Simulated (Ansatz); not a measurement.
## Kick test of a cell of BiPbCl5

The structure comes from a generated guess, relaxed at this level; another structure or a mixture of phases may lie lower.

These are results of DFT PBE, scalar-relativistic, plane waves, PAW (Ansatz 0.2.0), not measurements. Cutoff 420 eV; k points 6×4×4 on the computed 7-atom cell (Γ-centred); Gaussian smearing, width 0.02 eV; no spin polarisation.

The cell below (7 atoms, space group P1 (No. 1)) is relaxed within its symmetry.

```
Bi Pb Cl
1.0
     4.35281    0.00000    0.00000
    -0.04951    6.05719    0.00000
    -0.00505   -0.42102    9.11693
Bi Pb Cl
1 1 5
Direct
  0.00078 0.77799 0.48810
  0.49847 0.81994 0.92961
  0.99772 0.38987 0.38305
  0.99753 0.57251 0.74657
  0.50047 0.84118 0.29726
  0.50183 0.00739 0.65744
  0.00320 0.09112 0.99797
```

For the test it was strained at random (σ = 1.5 % a component), the atoms were moved at random (σ = 0.15 Å), and all was relaxed again on a coarse 4×2×2 mesh (in the run’s order of axes) with 0.10 eV smearing, with no symmetry imposed.

No dispersion correction is applied, so the spacing and binding between layers, chains or molecules are poorly described. These runs have no spin–orbit coupling, which can matter for Bi and Pb.

**Question.** Is the structure stable against such a distortion?

**Answer.** It returns, within 1 meV/atom of the unmoved cell on that mesh and with the same symmetry when read at 0.1 Å (P1 at 0.01 Å, so small strains and shifts remain). So it is stable against the distortions that fit this cell and that this random move excites. Modes that don't fit the cell aren't tested.
